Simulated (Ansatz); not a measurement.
**Property card for Bi**

Bi:
Space group Fd-3m, origin choice 1 (No. 227); a = 7.165 Å, b = 7.165 Å, c = 7.165 Å, α = 90.00°, β = 90.00°, γ = 90.00°

```csv
atom,site,symmetry,x,y,z
Bi,8b,-43m,0.5000,0.5000,0.5000
```
(The calculation used a cell of 2 atoms; values per cell refer to that cell.)

Space group Fd-3m (No. 227), diamond; conventional cell a = b = c = 7.1652 Å, α = β = γ = 90.00°.

Method: PBEsol (plane waves, PAW; program Ansatz). The cell and atoms are relaxed at this level. Other levels are named where they apply.

### Cell and energy

- Volume per atom = 45.98 Å³
- Density = 7.55 g/cm³

### Electronic structure

- Electronic character = metallic (no gap)
- Density of states at the Fermi level = 0.44 states/eV per atom (mean over ±0.08 eV)
- Gap with spin–orbit coupling = none (metallic)

### Mechanics

* **Bulk modulus (Birch–Murnaghan fit)**: 32.5 GPa
* **Pressure derivative B′**: 4.5
* **Elastic constants (relaxed ions, GPa)**: C11 = 32.5, C12 = 32.4, C44 = -13.1
* **Mechanical stability**: unstable (C has a negative eigenvalue)

### Phonons

Highest zone-centre frequency: 105 cm^-1
Zone-centre stability: no imaginary mode at Γ

The start of the workflow was typed in or built on a structure type; neither database checked (COD, Materials Project) lists it. It is not the phase usual at ambient conditions (space group No. 166). Symmetry was held in the PBEsol relaxation. As this level gives no gap, shear constants depend on the k-mesh and smearing (Fermi–Dirac, 0.1 eV here). As this level gives no gap, phonon frequencies hold no LO–TO term and depend on the k-mesh and smearing (Fermi–Dirac, 0.1 eV here). Spin–orbit coupling is left out wherever it is not named.

Potentials: the later of the program's two PAW sets.
